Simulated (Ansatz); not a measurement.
Input:

SiO$_{2}$:
```cif
data_O6Si3
_chemical_formula_sum 'Si3 O6'
_space_group_name_H-M_alt 'P 1'
_space_group_IT_number 1
_cell_length_a 4.92016
_cell_length_b 4.92016
_cell_length_c 5.41609
_cell_angle_alpha 90.000
_cell_angle_beta 90.000
_cell_angle_gamma 120.000
loop_
_space_group_symop_operation_xyz
  'x, y, z'
loop_
_atom_site_label
_atom_site_type_symbol
_atom_site_fract_x
_atom_site_fract_y
_atom_site_fract_z
_atom_site_occupancy
Si1 Si 0.46893 0.00000 0.83333 1
Si2 Si 0.00000 0.46893 0.16667 1
Si3 Si 0.53107 0.53107 0.50000 1
O1 O 0.41314 0.26908 0.71546 1
O2 O 0.73092 0.14406 0.04879 1
O3 O 0.85594 0.58686 0.38213 1
O4 O 0.14406 0.73092 0.95121 1
O5 O 0.26908 0.41314 0.28454 1
O6 O 0.58686 0.85594 0.61787 1
```

This is the r²SCAN-relaxed structure.

Problem. All from r²SCAN in the plane-wave PAW code Ansatz, unless another level is named. Predict the HSE06 gap on the r²SCAN cell.

Solution. 7.78 eV.

Problem. Predict the smallest direct gap on the standard path.

Solution. 6.88 eV.

Problem. Next, the electron effective mass?

Solution. 0.49 mₑ (isotropic).

Problem. What about the weight of the valence-edge state by species (Voronoi cells)?

Solution. O 97 %, Si 3 %.

Space group P3_121. The cell was relaxed with r²SCAN under the symmetry of its start.

Potentials: the later of the program's two PAW sets.
